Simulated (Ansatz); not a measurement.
Theory: Ansatz, DFT PBE, scalar-relativistic, plane waves, PAW. Cutoff 420 eV, Γ-centred meshes of about 0.25 Å⁻¹ or finer for metals and 0.3 Å⁻¹ for insulators (2π included), Gaussian smearing. No spin polarisation.

Temperature and zero-point effects are left out.

Compare these two cells of SnO3, each relaxed at this level.

A.

```xyz
8
Lattice="6.1822 0.0000 0.0000 0.0000 5.3231 2.1923 0.0000 -5.3231 2.1923" Properties=species:S:1:pos:R:3 pbc="T T T"
Sn    1.5455   -1.1076    2.6170
Sn    4.6366    1.1076    2.6170
O     1.5455    4.0210    2.4353
O     4.6366   -4.0210    2.4353
O     0.0000    0.0000    2.2865
O     3.0911    0.0000    2.2865
O     1.5455   -2.5146    1.1285
O     4.6366    2.5146    1.1285
```

B.

```xyz
4
Lattice="3.5493 0.0000 0.0000 0.0000 3.8765 0.0000 0.0000 0.0000 4.0374" Properties=species:S:1:pos:R:3 pbc="T T T"
Sn    0.0000    1.9382    2.0187
O     1.7746    1.9382    3.3104
O     1.7746    1.9382    0.7269
O     0.0000    0.0000    2.0187
```

Question: Which would you expect to be lower, and how large is the difference?

Answer: B is lower, by 78 meV/atom. A has space group Ama2 (No. 40), 18.0 Å³/atom and a gap of 1.12 eV on its mesh; B has space group Pmmm (No. 47), 13.9 Å³/atom and no gap. Counting O atoms around Sn (those within 1.25 times the shortest such distance or 1.15 times the sum of covalent radii, 1.27 where that leaves under three; a plus sign parts nearer from farther groups), A has Sn 4+1 and B has Sn 2+4. A and B both hold O–O pairs. In A, around Sn lie 4 O at 1.93–2.05 Å and 1 O at 2.38 Å; around O on a site of symmetry m lie 1 O at 1.50 Å, 1 Sn at 2.02 Å and 1 Sn at 2.38 Å; O on a site of symmetry 2 is surrounded by 2 Sn at 1.93 Å; 1 more site not described. In B, Sn has 2 O at 1.94 Å and 4 O at 2.19 Å; O on a site of symmetry mm2 is surrounded by 1 O at 1.45 Å and 2 Sn at 2.19 Å; around O on a site of symmetry mmm lie 2 Sn at 1.94 Å. Both come from trial cells of a structure search, whose lowest cell (P-1, 14.1 Å³/atom) lies 102 meV/atom below the lower of the two.

Weakly bound directions are ill-defined at this level, which has no dispersion term (Ama2), and this can change margins and order among such cells. Kohn–Sham gaps at this level usually fall short of measured ones. Cells relaxed within their symmetry can be saddle points. Some candidate types were left out of the draw beforehand, so a known form may be missing.
